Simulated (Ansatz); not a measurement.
Lu (hcp, Mg type)

```
Lu
1.0
    3.44514     0.00000     0.00000
   -1.72257     2.98358     0.00000
    0.00000     0.00000     5.34885
Lu
2
Direct
  0.33333   0.66667   0.75000
  0.66667   0.33333   0.25000
```

The slice is a (0001) plane (indices of the conventional cell) through the point (0.333, 0.667, 0.750) (fractional), spanned by u = [110] and v = [1 -1 0] in vectors of this cell: u (3.45 Å) and v (5.97 Å, at 90° to u). It covers one period; positions are fractions (u, v).

All values below come from PBEsol (plane waves to 420 eV, PAW, scalar-relativistic; Ansatz, an electronic-structure program). k mesh 16×16×9. These are valence fields of a PAW run, semicore shells included where kept as valence: close to a nucleus they are smooth pseudo fields. Lu is run without spin polarisation. Lu was relaxed with its symmetry unable to fall.

Three fields on this plane, each scaled to ten steps between its own extremes (0 low, 9 high; the total valence density on a logarithmic scale, the potential cut 8 eV below its top; x marks points blanked near nuclei; v = 0 in the bottom row):

Map A
```
|xxxxx8421248xxxx|
|xxxxx7322237xxxx|
|xxxx953222359xxx|
|xxx96322222369xx|
|9975322222223579|
|3322112222211223|
|1111112222211111|
|0000123444321000|
|0001247999742100|
|000259xxxxx95200|
|00149xxxxxxx9410|
|0026xxxxxxxxx620|
|0138xxxxxxxxx831|
|1149xxxxxxxxx941|
|1248xxxxxxxxx842|
|2237xxxxxxxxx732|
|22359xxxxxxx9532|
|222369xxxxx96322|
|2222357999753222|
|2221122333221122|
|2221111111111122|
|4432100000001234|
|9974210000012479|
|xxx95200000259xx|
|xxxx941000149xxx|
|xxxxx6200026xxxx|
|xxxxx8310138xxxx|
|xxxxx9411149xxxx|
```

Map B
```
|xxxxx1023201xxxx|
|xxxxx0035300xxxx|
|xxxx102686201xxx|
|xxx10148984101xx|
|2100026999620001|
|0000146777641000|
|0011233333332110|
|2222100000001222|
|4320000121000023|
|431002xxxxx20013|
|32002xxxxxxx2002|
|2100xxxxxxxxx001|
|2101xxxxxxxxx101|
|2101xxxxxxxxx101|
|3201xxxxxxxxx102|
|5300xxxxxxxxx003|
|86201xxxxxxx1026|
|984101xxxxx10148|
|9962000121000269|
|7764100000001467|
|3333211000112333|
|0000122222221000|
|2100002343200001|
|xxx20013431002xx|
|xxxx200232002xxx|
|xxxxx0012100xxxx|
|xxxxx1012101xxxx|
|xxxxx1012101xxxx|
```

Map C
```
|xxxxx0367630xxxx|
|xxxxx0478740xxxx|
|xxxx026898620xxx|
|xxx01579997510xx|
|0001478999874100|
|2345678999876543|
|6677777777777776|
|8887654333456788|
|9986410000014689|
|987400xxxxx00478|
|88620xxxxxxx0268|
|8740xxxxxxxxx047|
|7630xxxxxxxxx036|
|7630xxxxxxxxx036|
|7630xxxxxxxxx036|
|8740xxxxxxxxx047|
|98620xxxxxxx0268|
|997510xxxxx01579|
|9987410000014789|
|9987654323456789|
|7777777666777777|
|3345678888876543|
|0001468999864100|
|xxx00478987400xx|
|xxxx026888620xxx|
|xxxxx0478740xxxx|
|xxxxx0367630xxxx|
|xxxxx0367630xxxx|
```

Problem. Assign the maps to these fields: electron localisation function (ELF); valence electron density; electrostatic potential energy of an electron, from the cell's mean.

Solution. A is the valence electron density; B is the electron localisation function (ELF); C is the electrostatic potential energy of an electron, from the cell's mean.
